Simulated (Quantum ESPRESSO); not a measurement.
## Kohn-Sham bands of TlBr (CsCl type)

```
TlBr
1.0
    3.99991     0.00000     0.00000
    0.00000     3.99991     0.00000
    0.00000     0.00000     3.99991
Tl Br
1 1
Direct
  0.00000   0.00000   0.00000
  0.50000   0.50000   0.50000
```

Structure: Materials Project mp-22875, symmetrised, not relaxed again. COD (Crystallography Open Database) has an entry of this formula and space group (matched by these alone). Computed values, not measurements, from PBE: Quantum ESPRESSO (norm-conserving PseudoDojo potentials, cutoff 49 Ry, no spin polarisation, no spin-orbit coupling) on a Γ-centred 8×8×8 mesh, then Wannier90. Density: 8×8×8 mesh, cold smearing 0.01 Ry. Spin-orbit coupling is left out although heavy elements are present.

Q: List the Kohn-Sham levels between −8 and 4.9 eV relative to the valence-band maximum at the high-symmetry points, as a band run of pw.x on that density gives them (levels within 2 meV counted together).

A: 
| point | k (reciprocal lattice) | levels (eV) |
|---|---|---|
| Γ | 0.000 0.000 0.000 | -4.61, -1.23 (×3) |
| X | 0.000 0.500 0.000 | -5.44, -0.75 (×2), 0.00, 1.90 |
| M | 0.500 0.500 0.000 | -3.72, -2.82 (×2), -0.67, 4.86 (×2) |
| R | 0.500 0.500 0.500 | -2.76, -1.84 (×3), 2.21 (×3) |
